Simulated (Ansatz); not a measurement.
Cs2TlAsI6:
```
Cs2TlAsI6
1.0
    0.00000     6.02698     6.02698
    6.02698     0.00000     6.02698
    6.02698     6.02698     0.00000
Cs Tl As I
2 1 1 6
Cartesian
  9.04048   9.04048   9.04048
  3.01349   3.01349   3.01349
  6.02698   6.02698   6.02698
  0.00000   0.00000   0.00000
  2.83751   6.02698   6.02698
  9.21646   6.02698   6.02698
  6.02698   2.83751   6.02698
  6.02698   9.21646   6.02698
  6.02698   6.02698   2.83751
  6.02698   6.02698   9.21646
```

Relaxed with PBEsol. Special points in fractions of this cell's reciprocal vectors: Γ (0.000, 0.000, 0.000); X (0.500, 0.000, 0.500); U (0.625, 0.250, 0.625); K (0.375, 0.375, 0.750); L (0.500, 0.500, 0.500); W (0.500, 0.250, 0.750).

**Question.** List the band energies nearest the valence-band maximum at these points for the program Ansatz at the PBEsol with spin–orbit coupling level (PAW).

**Answer.** In eV from the valence-band maximum; about four levels below and three above (degenerate sets whole), none deeper than 8.9 eV; points with the same levels are listed once.

| k | below | above |
|---|---|---|
| Γ | -0.98 -0.98 -0.98 -0.98 0.00 0.00 | 0.05 0.05 0.68 0.68 0.68 0.68 |
| X | -1.21 -1.21 -0.46 -0.46 | 0.50 0.50 1.02 1.02 |
| U | -1.25 -1.25 -1.01 -1.01 | 0.93 0.93 1.36 1.36 |
| L | -1.38 -1.38 -1.26 -1.26 | 1.97 1.97 2.06 2.06 |
| W | -1.26 -1.26 -0.91 -0.91 | 0.79 0.79 1.06 1.06 |

Space group Fm-3m. The first step of the workflow began from a Materials Project structure, measured or hypothetical; the Crystallography Open Database copy checked does not list it. Its standing as an ambient phase is unchecked. Symmetry was held in the PBEsol relaxation; its stability against distortions is not shown here.

Potentials: the later of the program's two PAW sets.
